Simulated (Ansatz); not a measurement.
Geometry optimisation in Ansatz: input, command and trajectory.

```yaml
crystal:
  lattice:
    - [0.0, 3.7984614586, 3.7984614586]
    - [3.7984614586, 0.0, 3.7984614586]
    - [3.7984614586, 3.7984614586, 0.0]
  atoms:
    - { symbol: Ta, position: [0.0, 0.0, 0.0] }
    - { symbol: Pt, position: [0.75, 0.75, 0.75] }
    - { symbol: S, position: [0.375, 0.875, 0.375] }
    - { symbol: S, position: [0.375, 0.375, 0.875] }
    - { symbol: S, position: [0.375, 0.375, 0.375] }
    - { symbol: S, position: [0.875, 0.375, 0.375] }
basis:
  ecutwfc: 420
kpoints:
  mp_grid: { grid: [4, 4, 4] }
hamiltonian:
  xc: pbe
scf:
  occupations: { method: gaussian, width: 0.1 }
  lower_state_search: "off"
output:
  forces: true
  stress: true
  eigenvalues: true
relax:
  adjacent_minimum: "off"
  f_tol: 0.04
  max_steps: 70
  cell: { stress_tol: 0.4 }
```

```bash
ansatz run input.yaml --threads 1 --pin off --max-ram 2560MiB --backend cpu --events-out ev --progress --plain --runs-dir out
```

Level of theory: DFT PBE, scalar-relativistic, plane waves, PAW in Ansatz 0.2.0.

Of 4 frames 4 are shown, positions in Å and forces in eV/Å; the SCF threshold varies from step to step. Steps run on the plane waves of an earlier cell, with a Pulay correction in the pressure. The basis is chosen afresh for the last frame, the zero of the energies, and at times for earlier ones too; energy and pressure can step there, also at an unchanged geometry. Where two frames share a geometry here, they differ by under 2 meV/atom and 0.3 GPa.

```xyz
6
Lattice="0.0000 3.7985 3.7985 3.7985 0.0000 3.7985 3.7985 3.7985 0.0000" Properties=species:S:1:pos:R:3:forces:R:3 pbc="T T T" step=1 free_energy_over_end_meV_per_atom=103.49 pressure_GPa=-11.56
Ta    0.0000    0.0000    0.0000    0.0000    0.0000    0.0000
Pt    5.6977    5.6977    5.6977    0.0000    0.0000    0.0000
S     4.7481    2.8488    4.7481    0.0773   -0.0773    0.0773
S     4.7481    4.7481    2.8488    0.0773    0.0773   -0.0773
S     2.8488    2.8488    2.8488   -0.0773   -0.0773   -0.0773
S     2.8488    4.7481    4.7481   -0.0773    0.0773    0.0773
6
Lattice="0.0000 3.6133 3.6133 3.6133 0.0000 3.6133 3.6133 3.6133 0.0000" Properties=species:S:1:pos:R:3:forces:R:3 pbc="T T T" step=2 free_energy_over_end_meV_per_atom=-0.08 pressure_GPa=0.25
Ta    0.0000    0.0000    0.0000    0.0000    0.0000    0.0000
Pt    5.4199    5.4199    5.4199    0.0000    0.0000    0.0000
S     4.5202    2.7064    4.5202    0.0621   -0.0621    0.0621
S     4.5202    4.5202    2.7064    0.0621    0.0621   -0.0621
S     2.7064    2.7064    2.7064   -0.0621   -0.0621   -0.0621
S     2.7064    4.5202    4.5202   -0.0621    0.0621    0.0621
6
Lattice="0.0000 3.6165 3.6165 3.6165 0.0000 3.6165 3.6165 3.6165 0.0000" Properties=species:S:1:pos:R:3:forces:R:3 pbc="T T T" step=3 free_energy_over_end_meV_per_atom=-0.29 pressure_GPa=-0.05
Ta    0.0000    0.0000    0.0000    0.0000    0.0000    0.0000
Pt    5.4247    5.4247    5.4247    0.0000    0.0000    0.0000
S     4.5264    2.7066    4.5264    0.0234   -0.0234    0.0234
S     4.5264    4.5264    2.7066    0.0234    0.0234   -0.0234
S     2.7066    2.7066    2.7066   -0.0234   -0.0234   -0.0234
S     2.7066    4.5264    4.5264   -0.0234    0.0234    0.0234
6
Lattice="0.0000 3.6165 3.6165 3.6165 0.0000 3.6165 3.6165 3.6165 0.0000" Properties=species:S:1:pos:R:3:forces:R:3 pbc="T T T" step=4 free_energy_over_end_meV_per_atom=0.00 pressure_GPa=-0.05
Ta    0.0000    0.0000    0.0000    0.0000    0.0000    0.0000
Pt    5.4247    5.4247    5.4247    0.0000    0.0000    0.0000
S     4.5264    2.7066    4.5264    0.0234   -0.0234    0.0234
S     4.5264    4.5264    2.7066    0.0234    0.0234   -0.0234
S     2.7066    2.7066    2.7066   -0.0234   -0.0234   -0.0234
S     2.7066    4.5264    4.5264   -0.0234    0.0234    0.0234
```

The start puts this composition into another compound's structure type, which needn't suit it. At the end the space group is F-43m (tolerance 0.05 Å).

It took 12 s on 1 thread of Arm Neoverse V1 (shared host), peak memory 0.35 GiB.

The k mesh is coarse. Spin–orbit coupling is left out, which can shift energies with elements as heavy as these. Spin polarisation was left out, and a magnetic state may lie lower.